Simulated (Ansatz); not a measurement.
A relaxation computed with Ansatz, from input to last step.

```yaml
crystal:
  lattice:
    - [3.375, 0.0, 0.0]
    - [0.0, 3.375, 0.0]
    - [0.0, 0.0, 9.832]
  atoms:
    - { symbol: Ta, position: [0.5, 0.0, 0.7553] }
    - { symbol: Ta, position: [0.0, 0.5, 0.2447] }
    - { symbol: Ta, position: [0.5, 0.0, 0.0776] }
    - { symbol: Ta, position: [0.0, 0.5, 0.9224] }
    - { symbol: Se, position: [0.5, 0.0, 0.3665] }
    - { symbol: Se, position: [0.0, 0.5, 0.6335] }
basis:
  ecutwfc: 420
kpoints:
  mp_grid: { grid: [10, 10, 4] }
hamiltonian:
  xc: pbesol
scf:
  occupations: { method: gaussian, width: 0.1 }
output:
  forces: true
  stress: true
  eigenvalues: true
relax:
  adjacent_minimum: "off"
  f_tol: 0.005
  max_steps: 80
  cell: { stress_tol: 0.05 }
```

```bash
ansatz run input.yaml --threads 1 --pin off --max-ram 2560MiB --backend cpu --events-out ev --progress --plain --runs-dir out
```

Method: DFT PBEsol, scalar-relativistic, plane waves, PAW in Ansatz 0.2.0.

Of 7 frames 6 are shown, positions in Å and forces in eV/Å; the SCF threshold varies from step to step. Steps run on the plane waves of an earlier cell, with a Pulay correction in the pressure. The basis is chosen afresh for the last frame, the zero of the energies, and at times for earlier ones too; energy and pressure step there, also at an unchanged geometry. The mark taken_back stands on steps that the optimiser undid.

```xyz
6
Lattice="3.3750 0.0000 0.0000 0.0000 3.3750 0.0000 0.0000 0.0000 9.8320" Properties=species:S:1:pos:R:3:forces:R:3 pbc="T T T" step=1 free_energy_over_end_meV_per_atom=3.43 pressure_GPa=-2.88
Ta    1.6875    0.0000    7.4261    0.0000    0.0000    0.1755
Ta    0.0000    1.6875    2.4059    0.0000    0.0000   -0.1755
Ta    1.6875    0.0000    0.7630    0.0000    0.0000   -0.1288
Ta    0.0000    1.6875    9.0690    0.0000    0.0000    0.1288
Se    1.6875    0.0000    3.6034    0.0000    0.0000   -0.1366
Se    0.0000    1.6875    6.2286    0.0000    0.0000    0.1366
6
Lattice="3.3117 0.0000 0.0000 0.0000 3.3117 0.0000 0.0000 0.0000 9.7815" Properties=species:S:1:pos:R:3:forces:R:3 pbc="T T T" step=2 free_energy_over_end_meV_per_atom=77.96 pressure_GPa=13.55 taken_back
Ta    1.6559    0.0000    7.5685    0.0000    0.0000   -1.6058
Ta    0.0000    1.6559    2.2130    0.0000    0.0000    1.6058
Ta    1.6559    0.0000    0.6786    0.0000    0.0000    1.0841
Ta    0.0000    1.6559    9.1029    0.0000    0.0000   -1.0841
Se    1.6559    0.0000    3.4498    0.0000    0.0000    0.4622
Se    0.0000    1.6559    6.3317    0.0000    0.0000   -0.4622
6
Lattice="3.3545 0.0000 0.0000 0.0000 3.3545 0.0000 0.0000 0.0000 9.8065" Properties=species:S:1:pos:R:3:forces:R:3 pbc="T T T" step=3 free_energy_over_end_meV_per_atom=0.30 pressure_GPa=-0.13
Ta    1.6773    0.0000    7.4177    0.0000    0.0000    0.0201
Ta    0.0000    1.6773    2.3888    0.0000    0.0000   -0.0201
Ta    1.6773    0.0000    0.7557    0.0000    0.0000   -0.0481
Ta    0.0000    1.6773    9.0508    0.0000    0.0000    0.0481
Se    1.6773    0.0000    3.5939    0.0000    0.0000   -0.0742
Se    0.0000    1.6773    6.2126    0.0000    0.0000    0.0742
6
Lattice="3.3586 0.0000 0.0000 0.0000 3.3586 0.0000 0.0000 0.0000 9.8971" Properties=species:S:1:pos:R:3:forces:R:3 pbc="T T T" step=4 free_energy_over_end_meV_per_atom=0.30 pressure_GPa=0.23
Ta    1.6793    0.0000    7.5234    0.0000    0.0000    0.0304
Ta    0.0000    1.6793    2.3738    0.0000    0.0000   -0.0304
Ta    1.6793    0.0000    0.7484    0.0000    0.0000   -0.0135
Ta    0.0000    1.6793    9.1488    0.0000    0.0000    0.0135
Se    1.6793    0.0000    3.5691    0.0000    0.0000    0.1099
Se    0.0000    1.6793    6.3281    0.0000    0.0000   -0.1099
6
Lattice="3.3582 0.0000 0.0000 0.0000 3.3582 0.0000 0.0000 0.0000 9.8398" Properties=species:S:1:pos:R:3:forces:R:3 pbc="T T T" step=5 free_energy_over_end_meV_per_atom=-0.04 pressure_GPa=0.00
Ta    1.6791    0.0000    7.4626    0.0000    0.0000   -0.0042
Ta    0.0000    1.6791    2.3772    0.0000    0.0000    0.0042
Ta    1.6791    0.0000    0.7498    0.0000    0.0000    0.0006
Ta    0.0000    1.6791    9.0899    0.0000    0.0000   -0.0006
Se    1.6791    0.0000    3.5791    0.0000    0.0000   -0.0005
Se    0.0000    1.6791    6.2607    0.0000    0.0000    0.0005
6
Lattice="3.3576 0.0000 0.0000 0.0000 3.3576 0.0000 0.0000 0.0000 9.8479" Properties=species:S:1:pos:R:3:forces:R:3 pbc="T T T" step=7 free_energy_over_end_meV_per_atom=0.00 pressure_GPa=-0.01
Ta    1.6788    0.0000    7.4701    0.0000    0.0000   -0.0034
Ta    0.0000    1.6788    2.3778    0.0000    0.0000    0.0034
Ta    1.6788    0.0000    0.7502    0.0000    0.0000   -0.0001
Ta    0.0000    1.6788    9.0977    0.0000    0.0000    0.0001
Se    1.6788    0.0000    3.5807    0.0000    0.0000   -0.0034
Se    0.0000    1.6788    6.2672    0.0000    0.0000    0.0034
```

Time: 3.2 min on 1 thread of Arm Neoverse V1, with other jobs on the host, peak memory 0.55 GiB.

Spin–orbit coupling is left out, which can shift energies with elements as heavy as these.